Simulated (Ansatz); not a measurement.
Tl (hcp, Mg type)

```
Tl
1.0
    3.60828     0.00000     0.00000
   -1.80414     3.12487     0.00000
    0.00000     0.00000     5.57421
Tl
2
Direct
  0.33333   0.66667   0.75000
  0.66667   0.33333   0.25000
```

The volume is varied about the relaxed value V₀ at fixed cell shape. Symmetry pins the atoms to their sites.

Level of theory: PBE (plane waves to 420 eV, PAW, scalar-relativistic; Ansatz, a quantum-chemistry and plane-wave program). k mesh 15×15×9 (Γ-centred), Fermi-Dirac smearing 0.05 eV. The energy includes the smearing's −TS. Compression counts positive. With the shape held, the modulus is that of even scaling; a crystal free to change shape is softer. Spin-orbit coupling is left out, though Tl is heavy. The relaxed volume of Tl is well above the measured one; the method has no dispersion term. Tl was relaxed with its symmetry unable to fall. The zero of ΔE is the relaxed starting cell. The last digit holds for this mesh only.

| V (Å³/atom) | ΔE (meV/atom) |
|---|---|
| 26.398 | 97.8 |
| 27.236 | 63.7 |
| 28.074 | 38.4 |
| 28.912 | 20.4 |
| 29.750 | withheld |
| 30.588 | 2.2 |
| 31.426 | 0.0 |
| 32.264 | 1.5 |
| 33.102 | 6.2 |
| 33.940 | 13.4 |
| 34.778 | 22.8 |
| 35.616 | 34.1 |
| 36.454 | 47.0 |

Q: Fit a third-order Birch-Murnaghan form (E₀, V₀, B₀, B₀′ free) to the given rows and predict ΔE at V = 29.750.

A: Least squares on the 12 given rows: ΔE = E₀ + (9V₀B₀/16)·y²·[2 + (B₀′ − 4)y], y = (V₀/V)^(2/3) − 1, with V₀ = 31.473 Å³/atom, B₀ = 26.21 GPa (160.2 GPa = 1 eV/Å³; the term in eV is multiplied by 1000), B₀′ = 5.47, E₀ = -0.02 meV/atom; root-mean-square residual 0.04 meV/atom. At 29.750 the fit gives 8.7 meV/atom; the calculation gives 8.7 meV/atom, the same to the digits shown. For the pressure the fit gives 1.7 GPa against the computed 1.7 GPa.

(Under strain, the slope of the energy per volume gives the stress and its curvature an elastic modulus.)
